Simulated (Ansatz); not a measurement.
AlH3:
```cif
data_H18Al6
_chemical_formula_sum 'Al6 H18'
_space_group_name_H-M_alt 'R-3c :H'
_space_group_IT_number 167
_space_group_name_Hall '-R 3 2"c'
_cell_length_a 4.34395
_cell_length_b 4.34395
_cell_length_c 11.77288
_cell_angle_alpha 90.000
_cell_angle_beta 90.000
_cell_angle_gamma 120.000
loop_
_atom_site_label
_atom_site_type_symbol
_atom_site_symmetry_multiplicity
_atom_site_Wyckoff_symbol
_atom_site_fract_x
_atom_site_fract_y
_atom_site_fract_z
_atom_site_occupancy
Al1 Al 6 b 0.00000 0.00000 0.00000 1
H1 H 18 e 0.34736 0.34736 0.75000 1
```
(The calculation used a cell of 8 atoms; values per cell refer to that cell.)

Relaxed at zero pressure with plane-wave PAW PBEsol (Ansatz code).

Q: The volume is raised by 3 % and shape and atoms relax at that volume. What pressure results, and how do the axes share the change?

A: -1.0 GPa; a 1.2 %, b 1.2 %, c 0.5 %; the energy rises by 1 meV/atom.

Q: Give the new structure.

A: 
Space group R-3c, hexagonal axes (No. 167); a = 4.398 Å, b = 4.398 Å, c = 11.831 Å, α = 90.00°, β = 90.00°, γ = 120.00°

```tsv
atom	site	symmetry	x	y	z
Al	6b	-3.	0.0000	0.0000	0.0000
H	18e	.2	0.3550	0.3550	0.7500
```

The phase is kept; no other phase was compared at this pressure.

The first step of the workflow began from a Materials Project structure, measured or hypothetical; the Crystallography Open Database files this formula in space group No. 167, but the cells were not matched. Its standing as an ambient phase is unchecked. The PBEsol relaxation kept the symmetry of its start; whether a distortion lowers the energy is not shown.

Potentials: the later of the program's two PAW sets.
